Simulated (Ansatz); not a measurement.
This run works on a generated trial structure, not on a known crystal.

Input and command of a plane-wave DFT calculation in Ansatz:

```yaml
crystal:
  lattice:
    - [3.4453365, 0.0, 0.0]
    - [0.0, 3.4453365, 0.0]
    - [0.0, 0.0, 9.74488322]
  atoms:
    - { symbol: Hf, position: [0.5, 0.5, 0.25] }
    - { symbol: Hf, position: [0.0, 0.0, 0.5] }
    - { symbol: Hf, position: [0.5, 0.5, 0.75] }
    - { symbol: Al, position: [0.0, 0.0, 0.0] }
    - { symbol: "N", position: [0.0, 0.0, 0.25] }
    - { symbol: "N", position: [0.5, 0.5, 0.5] }
    - { symbol: "N", position: [0.0, 0.0, 0.75] }
    - { symbol: "N", position: [0.5, 0.5, 0.0] }
basis:
  ecutwfc: 420
kpoints:
  mp_grid: { grid: [6, 6, 2] }
hamiltonian:
  xc: pbe
scf:
  occupations: { method: gaussian, width: 0.1 }
  lower_state_search: "off"
output:
  forces: true
  stress: true
  eigenvalues: true
relax:
  adjacent_minimum: "off"
  f_tol: 0.04
  max_steps: 70
  cell: { stress_tol: 0.4 }
```

```bash
ansatz run input.yaml --threads 1 --pin off --max-ram 2560MiB --backend cpu --events-out ev --progress --plain --runs-dir out
```

Processor: Intel(R) Xeon(R) Processor @ 2.50GHz (Skylake/Cascade Lake), 1 thread, on a host shared with other jobs.

Task: How long does it run, and how much memory does it take?

Result: About 3 min, peak memory 0.48 GiB. It solves 61 bands at 20 k points (after reduction by symmetry) with about 1717 plane waves (on the last cell), in 82 SCF iterations over 10 ionic steps.
